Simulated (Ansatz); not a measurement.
A comparison from first-principles data. A wave plate or polarising prism needs a large difference between the ordinary and extraordinary index, and a gap wide enough to pass the light.

The reference row is SiO2 (P3₂21, hP9). Wavelength 1064 nm, with the indices taken from ε∞; only gaps 0.6 eV or more above the photon energy were drawn.

Levels of theory (Ansatz, a plane-wave PAW program): ε∞ across c, ε∞ along c: r²SCAN, linear response; gap: HSE06, on its own or a semilocal cell. The HSE06 gaps are on its own cell throughout.

Model phases, started by placing the elements on a structure type or from a typed cell, with no claim that they are known: 4H-AlN. No claim is made that these are known or stable phases: 6H-SiC. Spin–orbit coupling is left out unless named; it moves the gap of LiNbO3, HfSiO4 by under 0.05 eV.

```tsv
crystal	ε∞ across c	ε∞ along c	E_g (eV)
6H-SiC	6.539	6.743	2.92
LiNbO3	4.985	4.732	5.13
SiO2 (P3₂21, hP9), reference	2.374	2.402	7.69
4H-AlN	4.203	4.305	5.31
SiO2 (P3₁21, hP9)	2.374	2.402	7.69
HfSiO4 (I4₁/amd)	3.638	3.843	7.24
```

The figures follow from the printed values by these rules: n_o = √(ε∞ across c); n_e = √(ε∞ along c); Δn = n_e − n_o; zero-order plate = λ/(4|Δn|).

Problem. Work out n_o, n_e, Δn and plate thickness for SiO2 (P3₁21, hP9).

Solution. 
- n_o = √2.374 = 1.5408
- n_e = √2.402 = 1.5498
- Δn = 1.5498 − 1.5408 = 0.0090
- plate thickness: 1064 nm/(4 × |0.0090|) = 30 μm

Problem. Rank all rows by plate thickness, thinnest first.

Solution. The same steps for every row:

| crystal | n_o | n_e | Δn | quarter-wave plate (μm) |
|---|---|---|---|---|
| 6H-SiC | 2.5571 | 2.5967 | 0.0396 | 6.7 |
| LiNbO3 | 2.2327 | 2.1753 | −0.0574 | 4.6 |
| SiO2 (P3₂21, hP9), reference | 1.5408 | 1.5498 | 0.0090 | 30 |
| 4H-AlN | 2.0501 | 2.0748 | 0.0247 | 11 |
| SiO2 (P3₁21, hP9) | 1.5408 | 1.5498 | 0.0090 | 30 |
| HfSiO4 (I4₁/amd) | 1.9074 | 1.9604 | 0.0530 | 5.0 |

Ranking by plate thickness, thinnest first: LiNbO3 (4.6 ± 0.73) ≈ HfSiO4 (5.0 ± 0.76) ≈ 6H-SiC (6.7 ± 1.6), 4H-AlN (11 ± 3.3), SiO2 (P3₂21, hP9) (30 ± 18) ≈ SiO2 (P3₁21, hP9) (30 ± 18). The ± follows from allowances picked for this note (ε∞ across c 0.5 %, ε∞ along c 0.5 %, 8 % for the model), carried to first order and added in quadrature; ≈ joins neighbours closer than their two ± added in quadrature. At the edge of that rule, so that a last digit could turn the call: HfSiO4 and 6H-SiC; SiO2 (P3₂21, hP9) and 4H-AlN. 4 of the 5 others clearly beat the reference on this figure.

Positive uniaxial (n_e over n_o): 6H-SiC, SiO2 (P3₂21, hP9), 4H-AlN, SiO2 (P3₁21, hP9), HfSiO4. Negative: LiNbO3.

ε∞ is the long-wavelength electronic value; dispersion raises indices towards the gap. A plate needs the c axis in its plane, while layered crystals cleave across c. Where several phases of a formula are at hand, those over 0.1 eV/atom above the lowest were not drawn (by r²SCAN where it compared them, else by the largest value; a layered or molecular lowest phase counts only with a dispersion term); other phases could lie lower still. Crystals of Pb, Bi, Tl or Hg, those whose gap spin–orbit coupling moves by over 0.3 eV, and those of Te, I or Sb with no such test at hand were not drawn. The rows are a sample and no shortlist: familiar crystals first, some related and some not, whatever their agreement with measurement; tables with many equal figures were not kept. Limits of the draw: |Δn| over 0.006; no unfamiliar magnets, and cubic perovskites only if shown or known to be stable. As a rule kept out of such tables: 4f compounds, open-shell compounds run without a Hubbard term, cells found unstable in the tests at hand, cells close to a higher symmetry, and runs set to a pressure or over 12 % in volume from the crystal's fullest run.
